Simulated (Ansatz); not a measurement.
## CaO with phosphorus replacing O: do the settings matter for the field gradients?

Cell: a supercell of CaO (rock salt type, Fm-3m) built from a COD entry, with all atoms left at the host's positions.

```cif
data_Ca27PO26
_symmetry_space_group_name_H-M 'Fm-3m'
_symmetry_Int_Tables_number 225
_cell_length_a 14.4390
_cell_length_b 14.4390
_cell_length_c 14.4390
_cell_angle_alpha 90.000
_cell_angle_beta 90.000
_cell_angle_gamma 90.000
loop_
_atom_site_label
_atom_site_type_symbol
_atom_site_symmetry_multiplicity
_atom_site_Wyckoff_symbol
_atom_site_fract_x
_atom_site_fract_y
_atom_site_fract_z
Ca1 Ca 32 f 0.3333 0.8333 0.8333
Ca2 Ca 24 e 0.5000 0.0000 0.8333
Ca6 Ca 48 h 0.8333 0.1667 0.0000
Ca27 Ca 4 a 0.0000 0.5000 0.5000
P P 4 b 0.5000 0.0000 0.0000
O29 O 48 i 0.6667 0.1667 0.0000
O32 O 32 f 0.8333 0.1667 0.1667
O42 O 24 e 0.0000 0.5000 0.3333
```

One atom of each set is listed; the run and its k-mesh use a cell of 54 atoms with edges of 10.21, 10.21, 10.21 Å.

Reference run. Method: Kohn–Sham DFT in Ansatz, PBE, plane waves and PAW, scalar-relativistic, 420 eV cutoff, Γ-centred 2×2×2 k-points, Fermi–Dirac smearing 0.01 eV, cell charge -1.

Task: The input is changed as follows: `hamiltonian.xc`: pbe → revpbe. What happens to V_zz (10²¹ V/m²) and η?

Result: 

```
site  V_zz reference  η reference  V_zz changed  η changed
 Ca1          -0.044         0.00        -0.048       0.00
 Ca2           -3.38         0.00         -3.32       0.00
 Ca6            0.23         0.28          0.23       0.28
   P            0.00            –          0.00          –
 O29           -0.43         0.62         -0.41       0.68
 O32           0.098         0.00         0.097       0.00
 O42           -0.32         0.00         -0.32       0.00
```

The largest change of V_zz is on Ca2, from -3.38 to -3.32. In per cent, |V_zz| changes by -2 on Ca (all sites that start above 0.5). Other sites without a gradient aren't listed. SCF iterations: 8 and 8.

On the reference run: The defect repeats with the cell of 54 atoms, so it feels its images: sites between two images don't show the values beside a lone defect, and zeros or small values of η there can come from the images' arrangement. A uniform background compensates the cell's charge. The neighbours have not yet relaxed around the defect (largest force 2.6 eV/Å), so a real crystal will differ.
